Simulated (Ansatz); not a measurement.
A relaxed cell of ZnCd₅Se₆ is given with its symmetry left out. The cell was found from a structure generator's guess, not taken from experiment.

Theory: DFT PBE, scalar-relativistic, plane waves, PAW in Ansatz. Cutoff 420 eV, Γ-centred mesh, Gaussian smearing, no spin polarisation.

```
Zn Cd Se
1.0
     4.31545    0.00000    0.00000
     0.00000    4.31545    0.00000
     0.00000    0.00000   18.44432
Zn Cd Se
1 5 6
Direct
  0.00000 0.00000 0.00000
  0.00000 0.00000 0.67135
  0.50000 0.50000 0.84268
  0.50000 0.50000 0.15732
  0.00000 0.00000 0.32865
  0.50000 0.50000 0.50000
  0.50000 0.00000 0.75701
  0.00000 0.50000 0.92870
  0.50000 0.00000 0.07130
  0.00000 0.50000 0.24299
  0.50000 0.00000 0.41433
  0.00000 0.50000 0.58567
```

The zero of energy is the elements' standard structures at the same level; no fitted shifts are applied.

Question: What space group does it have?

Answer: P-4m2 (No. 115), with Zn and Cd ordered on zinc blende sites. Conventional cell: a = 4.315 Å, c = 18.444 Å. Zn has 4 Se at 2.53 Å; around Cd on a site of symmetry 2mm lie 4 Se at 2.67 Å; around Cd on a second site of symmetry 2mm lie 4 Se at 2.67–2.68 Å; around Se on its first site lie 4 Cd at 2.67 Å; 3 more sites not described.

Question: How far does it lie from the elements in energy?

Answer: −0.638 eV/atom. A negative formation energy is needed for stability but isn't enough: competing phases decide.

Question: Is it a metal?

Answer: No, the gap on the 8×8×2 mesh is 0.54 eV.

The last run used an 8×8×2 mesh (in the run's order of axes) for its 12-atom cell and Gaussian smearing of 0.02 eV. Kohn–Sham gaps at this level usually fall short of measured ones. The reference form of Se is held partly by dispersion forces, which this level lacks. Symmetry constrained the relaxation, so the result can be a saddle point.
